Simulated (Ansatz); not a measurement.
Run on Pt (fcc type): DFT, LDA, all-electron LAPW, scalar-relativistic (Ansatz 0.2.0). This run: volume at 0.64 of the series' base cell.

The cell comes from a relaxation on PAW files under the same functional.

Command: `ansatz run input.yaml --threads 1 --pin off --max-ram 2048MiB --backend cpu --events-out ev --progress --plain --runs-dir out` It took 16 s on 1 thread of Intel(R) Xeon(R) Platinum 8488C (Sapphire Rapids), on a shared host, peak memory 0.45 GiB.

```yaml
crystal:
  lattice:
    - [0.0, 1.6778059707, 1.6778059707]
    - [1.6778059707, 0.0, 1.6778059707]
    - [1.6778059707, 1.6778059707, 0.0]
  atoms:
    - { symbol: Pt, position: [0.0, 0.0, 0.0] }
kpoints:
  mp_grid: { grid: [17, 17, 17] }
scf:
  occupations: { method: fermi_dirac, width: 0.05 }
hamiltonian:
  xc: lda
  pseudopotentials: { kind: all_electron, lapw: { basis_error: 0.001 } }
output:
  forces: true
  stress: true
  eigenvalues: true
  populations: true
```

Output:

```
Pt: projections on atomic orbitals take those of the free atom 1s2 2s2 2p6 3s2 3p6 3d10 4s2 4p6 4d10 4f14 5s2 5p6 5d9 6s1, of charge +0.00 (hamiltonian.pseudopotentials.projection_atoms)
LAPW: plane waves up to 10.155 Å⁻¹, error target 1.0e-3 eV per atom; small_component_spin mean_spin; Pt in spheres of 1.186 Å, 48 of its electrons in bands, Dirac shells [] (how accurate: hamiltonian.pseudopotentials.lapw.basis_error, Limitations)
Engine: ansatz 0.2.0
Pseudopotentials: kind: all_electron
Pseudopotential: Pt, LAPW, valence charge 48, lapw/all_electron/scalar/gaussian/Pt, Koelling and Harmon's equation, gaussian nucleus
Functional definition: SPW92
  exchange = slater_x
  correlation = pw_c
Crystal: 1 atoms, lattice volume = 9.446 Å³
Basis set: ecut = 392.9284315510071 eV, 169 PW (Γ), exchange–correlation at level 2
Bands: 29, of which v1, the nominal top of the filled ones, is band 24 counted from 1 (23 counted from 0)
Symmetry: 48 space group operations
Space group: Fm-3m (ITA 225), of the structure as read, at distance tolerance 2.1e-5 Å
k-points: 165 of 4913
Non-local potential: Pt, projectors of the file, none
Initial density: superposition of atomic densities (chi_scale 0.1, normalization cell)
Initial wavefunctions: plane waves of lowest kinetic energy (no species holds an atomic orbital)
Functional: x = slater, c = lda
iter 1 solved again at ethr=7.21e-5 eV; its pass at ethr=1.00e-1 eV (dr2=3.46e-2 eV) is discarded
SCF iter   1: F=—  HF=-500675.052425 eV  |F-HF|=—  |Δ(HF+E_count)|=         —  Δρ=3.32e-2  dr2=3.48e-2  ethr=7.21e-5  ⟨swp⟩=3.0  Hψ=30222  notcnv=0
preconditioner: auto → none  [metal: Δε(μ)=0.077 eV  Ē_g=22.662 eV  σ=0.050 eV  W_gap=0.37  n_scr=8 (ndim 8)  ℏωp=38.2 eV  f_vac=0.000  D(μ)=0.79/eV (n_scr^D=14)  sad-step TF]
SCF iter   2: F=—  HF=-500674.940656 eV  |F-HF|=—  |Δ(HF+E_count)|=   1.12e-1  Δρ=1.36e-2  dr2=7.30e-3  ethr=7.21e-5  ⟨swp⟩=2.2  Hψ=14553  notcnv=0
SCF iter   3: F=—  HF=-500674.932892 eV  |F-HF|=—  |Δ(HF+E_count)|=         —  Δρ=5.32e-3  dr2=1.18e-3  ethr=1.52e-5  ⟨swp⟩=2.0  Hψ=13733  notcnv=0
the basis was enlarged: its passes take 130.6 KiB over the memory plan, 1 of 1 planned eigensolver slots
iter 4 solved again at ethr=2.11e-7 eV; its pass at ethr=2.47e-6 eV (dr2=1.01e-4 eV) is discarded
SCF iter   4: F=—  HF=-500674.932038 eV  |F-HF|=—  |Δ(HF+E_count)|=   8.54e-4  Δρ=1.46e-3  dr2=1.01e-4  ethr=2.11e-7  ⟨swp⟩=2.0  Hψ=23506  notcnv=0
SCF iter   5: F=—  HF=-500674.932004 eV  |F-HF|=—  |Δ(HF+E_count)|=   3.48e-5  Δρ=1.30e-4  dr2=8.51e-7  ethr=2.11e-7  ⟨swp⟩=2.0  Hψ=13733  notcnv=0
SCF iter   6: F=-500674.932004 eV  HF=-500674.932004 eV  |F-HF|=1.75e-10  |Δ(HF+E_count)|=   3.27e-8  Δρ=3.88e-6  dr2=3.13e-10  ethr=1.77e-9  ⟨swp⟩=2.0  Hψ=13733  notcnv=0
SCF 1 converged in 6 iterations: F = -500674.932004 eV  dr2 = 3.13e-10
SCF converged after 6 iterations
Free energy (F): -500674.932004 eV
Harris-Foulkes:  -500674.932004 eV  (|F-HF|=1.75e-10)
Internal energy: -500674.925103 eV  (E = F + TS)
E sigma→0 (E₀):  -500674.928553 eV
Entropy (-TS):   -0.006901 eV (-6.901 meV/atom)
Fermi energy:    50.349690 eV
--- Per-component energies (eV) ---
  E_band       = -5302.728581
  E_kinetic    = 568491.553664
  E_xc         = -9426.474433
  E_electrostatic = -1059740.004334  (all electrons and nuclei)
  E_smearing   = -0.006901  (= −TS)
  E_closure    = -0.000000  (closes the sum)
  E_atoms      = -500671.935187  (free atoms, spherical and without spin; not in F)
  Σ components = -500674.932004   (vs F -500674.932004, Δ=0.00e0)
  Basis errors (estimates in eV, not in F): energy 2.4e-4 per atom: plane waves 2.0e-4 (1.0e-4 summed), levels above the bands 2.9e-228, relativity 1.7e-8, radial functions 3.3e-5, core shells 1.6e-7; eigenvalues (radial functions only) 6.4e-6; not estimated: angular momenta, meshes, grids; target (lapw.basis_error) 1.0e-3; muffin-tin radii Pt 1.186 Å
--- Forces (eV/Å), atoms counted from 1 ---
  atom   1  Pt    -0.00000000    -0.00000000     0.00000000
  max |Σ_I F_I| component: 5.92e-31 eV/Å
--- Stress (GPa, compression-positive) ---
      427.319059       0.000000       0.000000
        0.000000     427.319059      -0.000000
        0.000000      -0.000000     427.319059
  P = ⅓ Tr σ = 427.3191 GPa (4273.191 kbar)
--- Band table (eV; the first three rows and the last of 165) ---
  k-point 0: bands = ["-466.4148", "-466.4148", "-466.4148", "-254.3377", "-254.3377", "-254.3377", "-254.3043", "-254.3043", "-50.8079", "-18.6407", "-18.5868", "-18.5868", "-18.5868", "-18.5818", "-18.5818", "-18.5818", "-3.9793", "-3.9793", "-3.9793", "33.9114", "42.3714", "42.3714", "42.3714", "46.9220", "46.9220", "62.1598", "69.9668", "69.9668", "69.9668"]
  k-point 1: bands = ["-466.4148", "-466.4148", "-466.4148", "-254.3377", "-254.3377", "-254.3377", "-254.3043", "-254.3043", "-50.7981", "-18.6401", "-18.5869", "-18.5864", "-18.5864", "-18.5827", "-18.5827", "-18.5817", "-4.0694", "-3.9905", "-3.9905", "34.1503", "42.2307", "42.4795", "42.4795", "46.8309", "46.8309", "62.5976", "69.1165", "70.3815", "70.3815"]
  k-point 2: bands = ["-466.4148", "-466.4148", "-466.4148", "-254.3377", "-254.3377", "-254.3377", "-254.3043", "-254.3043", "-50.7701", "-18.6384", "-18.5871", "-18.5861", "-18.5861", "-18.5844", "-18.5844", "-18.5816", "-4.3241", "-4.0225", "-4.0225", "34.8175", "41.9013", "42.7566", "42.7566", "46.6360", "46.6360", "63.7611", "67.5165", "71.5824", "71.5824"]
  k-point 164: bands = ["-466.4148", "-466.4148", "-466.4148", "-254.3377", "-254.3377", "-254.3377", "-254.3043", "-254.3043", "-50.4180", "-18.6173", "-18.6085", "-18.6071", "-18.6011", "-18.5771", "-18.5762", "-18.5747", "-5.6616", "-5.5112", "-4.8823", "38.7123", "40.7389", "41.6221", "45.8315", "51.4305", "60.1625", "62.2813", "62.4903", "67.6916", "78.4903"]
--- Löwdin populations: 1 site ---
  site symbol       q [e]
     0     Pt     77.8468
  spilling = 0.001964 (of n_electrons = 78.000000)
```

populations.tsv:

```
# site	symbol	l	j	q
# orbitals = lowdin
# n_electrons = 78.000000
# spilling = 0.001964
# projection_atom_Pt: 1s2 2s2 2p6 3s2 3p6 3d10 4s2 4p6 4d10 4f14 5s2 5p6 5d9 6s1
0	Pt	0_1S	-	1.999999
0	Pt	0_2S	-	1.999972
0	Pt	0_3S	-	1.999662
0	Pt	0_4S	-	1.996590
0	Pt	0_5S	-	1.954881
0	Pt	0_6S	-	0.925366
0	Pt	1_2P	-	6.000000
0	Pt	1_3P	-	5.999996
0	Pt	1_4P	-	5.999945
0	Pt	1_5P	-	5.996165
0	Pt	2_3D	-	9.999998
0	Pt	2_4D	-	9.999957
0	Pt	2_5D	-	8.974380
0	Pt	3_4F	-	13.999911
```

Next run (volume at 0.55 of the series' base cell), as changes to the input before:

```diff
   lattice:
-    - [0.0, 1.6778059707, 1.6778059707]
-    - [1.6778059707, 0.0, 1.6778059707]
-    - [1.6778059707, 1.6778059707, 0.0]
+    - [0.0, 1.5951540862, 1.5951540862]
+    - [1.5951540862, 0.0, 1.5951540862]
+    - [1.5951540862, 1.5951540862, 0.0]
   atoms:
```

Results part of the output:

```
SCF 1 converged in 6 iterations: F = -500669.924708 eV  dr2 = 1.35e-9
SCF converged after 6 iterations
Free energy (F): -500669.924708 eV
Harris-Foulkes:  -500669.924708 eV  (|F-HF|=1.75e-10)
Internal energy: -500669.919811 eV  (E = F + TS)
E sigma→0 (E₀):  -500669.922260 eV
Entropy (-TS):   -0.004897 eV (-4.897 meV/atom)
Fermi energy:    59.781296 eV
--- Per-component energies (eV) ---
  E_band       = -4901.022322
  E_kinetic    = 568537.710372
  E_xc         = -9432.842826
  E_electrostatic = -1059774.787357  (all electrons and nuclei)
  E_smearing   = -0.004897  (= −TS)
  E_closure    = 0.000000  (closes the sum)
  E_atoms      = -500671.935187  (free atoms, spherical and without spin; not in F)
  Σ components = -500669.924708   (vs F -500669.924708, Δ=0.00e0)
  Basis errors (estimates in eV, not in F): energy 2.3e-4 per atom: plane waves 1.9e-4 (9.6e-5 summed), levels above the bands 6.2e-237, relativity 2.1e-8, radial functions 4.0e-5, core shells 7.4e-7; eigenvalues (radial functions only) 8.1e-6; not estimated: angular momenta, meshes, grids; target (lapw.basis_error) 1.0e-3; muffin-tin radii Pt 1.128 Å
--- Forces (eV/Å), atoms counted from 1 ---
  atom   1  Pt     0.00000000     0.00000000    -0.00000000
  max |Σ_I F_I| component: 4.44e-31 eV/Å
--- Stress (GPa, compression-positive) ---
      824.136842      -0.000000       0.000000
       -0.000000     824.136842       0.000000
        0.000000       0.000000     824.136842
  P = ⅓ Tr σ = 824.1368 GPa (8241.368 kbar)
--- Band table (eV; the first three rows and the last of 165) ---
  k-point 0: bands = ["-457.7517", "-457.7517", "-457.7517", "-245.6846", "-245.6846", "-245.6846", "-245.6537", "-245.6537", "-42.8033", "-10.0428", "-9.9820", "-9.9820", "-9.9820", "-9.9543", "-9.9543", "-9.9543", "4.6651", "4.6651", "4.6651", "41.1330", "49.7836", "49.7836", "49.7836", "55.4680", "55.4680", "69.9055", "78.8508", "78.8508", "78.8508"]
  k-point 1: bands = ["-457.7517", "-457.7517", "-457.7517", "-245.6846", "-245.6846", "-245.6846", "-245.6537", "-245.6537", "-42.7851", "-10.0417", "-9.9822", "-9.9811", "-9.9811", "-9.9560", "-9.9560", "-9.9542", "4.5154", "4.6473", "4.6473", "41.4264", "49.6085", "49.9163", "49.9163", "55.3404", "55.3404", "70.4395", "77.9189", "79.3547", "79.3547"]
  k-point 2: bands = ["-457.7517", "-457.7517", "-457.7517", "-245.6846", "-245.6846", "-245.6846", "-245.6537", "-245.6537", "-42.7327", "-10.0384", "-9.9826", "-9.9787", "-9.9787", "-9.9608", "-9.9608", "-9.9540", "4.0954", "4.5966", "4.5966", "42.2231", "49.2222", "50.2560", "50.2560", "55.0646", "55.0646", "71.8371", "76.2227", "80.8039", "80.8039"]
  k-point 164: bands = ["-457.7517", "-457.7517", "-457.7517", "-245.6845", "-245.6845", "-245.6844", "-245.6537", "-245.6537", "-42.0653", "-10.0038", "-10.0014", "-9.9974", "-9.9903", "-9.9633", "-9.9616", "-9.9586", "1.9643", "2.2040", "3.2060", "45.4541", "48.0770", "49.2076", "53.9764", "61.2073", "70.9688", "73.0932", "73.6827", "79.1679", "89.3804"]
--- Löwdin populations: 1 site ---
  site symbol       q [e]
     0     Pt     77.8465
  spilling = 0.001968 (of n_electrons = 78.000000)
```

Next run (volume at 0.45 of the series' base cell), as changes to the input before:

```diff
   lattice:
-    - [0.0, 1.5951540862, 1.5951540862]
-    - [1.5951540862, 0.0, 1.5951540862]
-    - [1.5951540862, 1.5951540862, 0.0]
+    - [0.0, 1.4919442058, 1.4919442058]
+    - [1.4919442058, 0.0, 1.4919442058]
+    - [1.4919442058, 1.4919442058, 0.0]
   atoms:
   mp_grid: { grid: [17, 17, 17] }
+  band_path:
+    path:
+      - [0.0, 0.0, 0.0]
+      - [0.5, 0.0, 0.5]
+      - [0.625, 0.25, 0.625]
+      - [0.375, 0.375, 0.75]
+      - [0.0, 0.0, 0.0]
+      - [0.5, 0.5, 0.5]
+      - [0.5, 0.25, 0.75]
+      - [0.5, 0.0, 0.5]
+    npoints: 8
 scf:
   populations: true
+  dos: { projected: true, de: 0.2, e_range: [-14, 8] }
```

Results part of the output:

```
SCF 1 converged in 6 iterations: F = -500658.621812 eV  dr2 = 1.91e-9
NSCF: frozen V_eff on 57 k-points
SCF converged after 6 iterations
Free energy (F): -500658.621812 eV
Harris-Foulkes:  -500658.621812 eV  (|F-HF|=3.49e-10)
Internal energy: -500658.618897 eV  (E = F + TS)
E sigma→0 (E₀):  -500658.620354 eV
Entropy (-TS):   -0.002915 eV (-2.915 meV/atom)
Fermi energy:    74.471652 eV
--- Per-component energies (eV) ---
  E_band       = -5520.440143
  E_kinetic    = 568621.951177
  E_xc         = -9443.336889
  E_electrostatic = -1059837.233185  (all electrons and nuclei)
  E_smearing   = -0.002915  (= −TS)
  E_closure    = 0.000000  (closes the sum)
  E_atoms      = -500671.935187  (free atoms, spherical and without spin; not in F)
  Σ components = -500658.621812   (vs F -500658.621812, Δ=0.00e0)
  Basis errors (estimates in eV, not in F): energy 2.2e-4 per atom: plane waves 1.9e-4 (9.8e-5 summed), levels above the bands 4.2e-233, relativity 3.4e-8, radial functions 2.4e-5, core shells 2.1e-11; eigenvalues (radial functions only) 8.8e-6; not estimated: angular momenta, meshes, grids; target (lapw.basis_error) 1.0e-3; muffin-tin radii Pt 1.055 Å
--- Forces (eV/Å), atoms counted from 1 ---
  atom   1  Pt    -0.00000000    -0.00000000    -0.00000000
  max |Σ_I F_I| component: 1.05e-30 eV/Å
--- Stress (GPa, compression-positive) ---
     1757.090055       0.000000       0.000000
        0.000000    1757.090055       0.000000
        0.000000       0.000000    1757.090055
  P = ⅓ Tr σ = 1757.0901 GPa (17570.901 kbar)
--- Band table (eV; the first three rows and the last of 165) ---
  k-point 0: bands = ["-618.9738", "-444.3944", "-444.3944", "-444.3944", "-232.3471", "-232.3471", "-232.3471", "-232.3204", "-232.3204", "-30.8898", "3.1725", "3.2555", "3.2555", "3.2555", "3.3419", "3.3419", "3.3419", "18.1149", "18.1149", "18.1149", "53.0316", "61.1271", "61.1271", "61.1271", "68.6691", "68.6691", "81.6408", "92.3060", "92.3060", "92.3060"]
  k-point 1: bands = ["-618.9738", "-444.3944", "-444.3944", "-444.3944", "-232.3471", "-232.3471", "-232.3471", "-232.3204", "-232.3204", "-30.8511", "3.1751", "3.2552", "3.2576", "3.2576", "3.3381", "3.3381", "3.3421", "17.8332", "18.0829", "18.0829", "53.4240", "60.9045", "61.3011", "61.3011", "68.4708", "68.4708", "82.3281", "91.2290", "92.9569", "92.9569"]
  k-point 2: bands = ["-618.9738", "-444.3944", "-444.3944", "-444.3944", "-232.3471", "-232.3471", "-232.3471", "-232.3204", "-232.3204", "-30.7394", "3.1824", "3.2543", "3.2633", "3.2633", "3.3274", "3.3274", "3.3425", "17.0534", "17.9923", "17.9923", "54.4125", "60.4951", "61.7458", "61.7458", "68.0405", "68.0405", "84.0900", "89.3531", "94.8064", "94.8064"]
  k-point 164: bands = ["-618.9738", "-444.3944", "-444.3944", "-444.3944", "-232.3469", "-232.3468", "-232.3465", "-232.3204", "-232.3202", "-29.2655", "3.2329", "3.2369", "3.2625", "3.2778", "3.2978", "3.3024", "3.3092", "13.2747", "13.6931", "15.4440", "55.9760", "59.5701", "61.1285", "66.5216", "76.4876", "87.7190", "89.8459", "91.1447", "96.6664", "106.3349"]
--- Löwdin populations: 1 site ---
  site symbol       q [e]
     0     Pt     77.8402
  spilling = 0.002048 (of n_electrons = 78.000000)
```

Spin–orbit coupling is left out, which matters for the heavy atoms.
